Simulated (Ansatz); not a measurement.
La$_{3}$AlN:
```xyz
5
Lattice="5.0979 0.0000 0.0000 0.0000 5.0979 0.0000 0.0000 0.0000 5.0979" Properties=species:S:1:pos:R:3 pbc="T T T"
La     2.5489     2.5489     0.0000
La     0.0000     2.5489     2.5489
La     2.5489     0.0000     2.5489
Al     0.0000     0.0000     0.0000
N      2.5489     2.5489     2.5489
```

Relaxed with r²SCAN. Special points in fractions of this cell's reciprocal vectors: Γ (0.000, 0.000, 0.000); X (0.000, 0.500, 0.000); M (0.500, 0.500, 0.000); R (0.500, 0.500, 0.500).

### Question
List the band energies nearest the Fermi level at these points for the program Ansatz at the r²SCAN level (PAW).

### Answer
In eV from the Fermi level; about four levels below and three above (degenerate sets whole), none deeper than 8.9 eV; points with the same levels are listed once.

| k | below | above |
|---|---|---|
| Γ | -0.97 -0.97 -0.79 -0.79 -0.79 | 0.83 0.83 0.83 |
| X | -1.91 -1.91 -0.74 -0.74 -0.34 | 0.56 1.11 1.70 |
| M | -2.19 -1.43 -1.30 -1.30 | 1.29 1.29 1.36 1.36 |
| R | -5.01 -4.41 -4.41 -4.41 | 0.17 0.17 0.17 |

Space group Pm-3m (anti-perovskite). The workflow started from a Materials Project entry (that database holds measured and hypothetical structures alike); the Crystallography Open Database copy checked does not list it. Whether it is the stable phase at ambient conditions was not checked. The r²SCAN relaxation kept the symmetry of its start; its stability against distortions is not shown here. With an odd number of electrons in the cell and no spin polarisation, the count alone makes it a metal. Spin–orbit coupling is left out wherever it is not named.

Potentials: the earlier of the program's two PAW sets.
